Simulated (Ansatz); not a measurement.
**Two-dimensional Ta₂O₅, first-principles data**

Ta$_{2}$O$_{5}$:
```xyz
7
Lattice="3.2435 0.0000 0.0000 0.0000 3.7570 0.0000 0.0000 0.0000 37.0000" Properties=species:S:1:pos:R:3 pbc="T T F"
O      2.2061     1.8785    21.2578
Ta     0.7039     1.8785    20.2152
Ta     2.5396     1.8785    16.7848
O      0.3664     0.0000    19.9984
O      2.8771     0.0000    17.0016
O      1.0374     1.8785    15.7422
O      1.6217     1.8785    18.5000
```
The layer is periodic in x and y and isolated along z.

Method: r²SCAN+D4 in the plane-wave PAW code Ansatz. Lattice and atoms are relaxed at this level; other levels are named.

**Structure**

```json
{
 "In-plane lattice": "a = 3.243 Å, b = 3.757 Å",
 "distance_between_the_outermost_nuclei": "5.52 Å",
 "exfoliation_energy_from_the_relaxed_bulk_parent": "110 meV/Å²"
}
```

**Electronic structure**

```json
{
 "band_gap": "3.17 eV (indirect)",
 "valence_band_maximum": "at Y",
 "conduction_band_minimum": "at X",
 "Ionisation potential (Kohn–Sham)": "7.56 eV",
 "Electron affinity (Kohn–Sham)": "4.38 eV",
 "Electron effective mass, in the valley at X": "3.5 along x, 0.39 along y (mₑ)",
 "Hole effective mass, in the valley at Y": "8.0 along x, 1.6 along y (mₑ)",
 "Electron effective mass with spin–orbit coupling, in the valley at X": "3.3 along x, 0.40 along y (mₑ)",
 "Hole effective mass with spin–orbit coupling, in the valley at Y": "8.0 along x, 1.6 along y (mₑ)",
 "Gap with spin–orbit coupling": "3.15 eV",
 "HSE06 gap on the r²SCAN+D4 cell": "4.19 eV",
 "HSE06 ionisation potential": "8.33 eV"
}
```

**Charges**

```json
{
 "bader_charges": "O -1.25 to -1.15, Ta +2.98 e"
}
```

Space group P2/m. The layer was cut from a bulk entry of the Materials Project (measured or hypothetical); whether that bulk phase is the ambient one, and whether the layer has been isolated, was not checked. Symmetry was held in the r²SCAN+D4 relaxation; its stability against distortions is not shown here. No spin polarisation was allowed. Scalar-relativistic: spin–orbit coupling is off unless named, which matters more the heavier the elements.

Potentials: the later of the program's two PAW sets.
